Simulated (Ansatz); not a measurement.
The cell below belongs to a search over invented structures; it isn't taken from experiment.

Input and command of a plane-wave DFT calculation in Ansatz:

```yaml
crystal:
  lattice:
    - [6.9477306395, 0.0, 0.0]
    - [0.0, 6.9477306395, 0.0]
    - [0.0, 0.0, 3.1139891702]
  atoms:
    - { symbol: Mo, position: [0.399769381, 0.7996548248, 0.0] }
    - { symbol: Mo, position: [0.600230619, 0.2003451752, 0.0] }
    - { symbol: Mo, position: [0.7996548248, 0.600230619, 0.0] }
    - { symbol: Mo, position: [0.2003451752, 0.399769381, 0.0] }
    - { symbol: W, position: [0.6992637118, 0.8999530792, 0.5] }
    - { symbol: W, position: [0.0, 0.0, 0.0] }
    - { symbol: W, position: [0.8999530792, 0.3007362882, 0.5] }
    - { symbol: W, position: [0.1000469208, 0.6992637118, 0.5] }
    - { symbol: W, position: [0.5, 0.5, 0.5] }
    - { symbol: W, position: [0.3007362882, 0.1000469208, 0.5] }
basis:
  ecutwfc: 420
kpoints:
  mp_grid: { grid: [6, 6, 10] }
hamiltonian:
  xc: pbe
scf:
  occupations: { method: gaussian, width: 0.1 }
output:
  forces: true
  stress: true
  eigenvalues: true
relax:
  adjacent_minimum: "off"
  f_tol: 0.01
  max_steps: 30
  cell: { stress_tol: 0.1, fix: [volume] }
```

```bash
ansatz run input.yaml --threads 1 --pin off --max-ram 2560MiB --backend cpu --events-out ev --progress --plain --runs-dir out
```

Processor: Intel(R) Xeon(R) Processor @ 2.50GHz (Skylake/Cascade Lake), 1 thread, on a host shared with other jobs.

Q: How long does it run, and how much memory does it take?

A: About 5.4 min, peak memory 0.85 GiB. It solves 84 bands at 66 k points (after reduction by symmetry) with about 2943 plane waves, in 24 SCF iterations over 4 ionic steps.
